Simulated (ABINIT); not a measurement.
ABINIT input for InAs, PBE with JTH PAW datasets:

```
pp_dirpath "./pseudo"
pseudos "In.GGA_PBE-JTH.xml, As.GGA_PBE-JTH.xml"

acell 3*1.0 angstrom
rprim
    0.000000000000     3.053560000000     3.053560000000
    3.053560000000     0.000000000000     3.053560000000
    3.053560000000     3.053560000000     0.000000000000
ntypat 2
znucl 49 33
natom 2
typat 1 2
xred
    0.750000000000     0.750000000000     0.750000000000
    0.000000000000     0.000000000000    -0.000000000000
tolsym 1e-5
chksymtnons 0
chkprim 0

ecut 20
pawecutdg 40
pawovlp 20
ngkpt 11 11 11
nshiftk 1
shiftk 0 0 0
nband 18
occopt 3
tsmear 0.003
tolvrs 1e-10
nstep 90

nucefg 2
quadmom 0.77 0.314
nucfc 1
prtwf 0
prtden 0
prteig 0
prtebands 0
prtgsr 0
```

Geometry: a computed entry of the Materials Project; it was not checked against measured cells. It is InAs in F-43m. Stability against distortions was not tested.

Each row changes or adds one setting. The quadmom values are sizes without sign and don't touch the SCF cycle. The limit is 90 steps.  

Problem. Which of these changes costs the most SCF steps: diemix = 0.4; iscf = 3; iscf = 7; nline = 2; nline = 8; npulayit = 2; wfoptalg = 114; wfoptalg = 14?

Solution. nline = 2, with 24 steps against 13.

| setting typed | SCF steps | k-points | converged |
|---|---|---|---|
| as in the input | 13 | 56 | yes |
| diemix = 0.4 | 17 | 56 | yes |
| iscf = 3 | 17 | 56 | yes |
| iscf = 7 | 16 | 56 | yes |
| nline = 2 | 24 | 56 | yes |
| nline = 8 | 14 | 56 | yes |
| npulayit = 2 | 13 | 56 | yes |
| wfoptalg = 114 | 11 | 56 | yes |
| wfoptalg = 14 | 11 | 56 | yes |
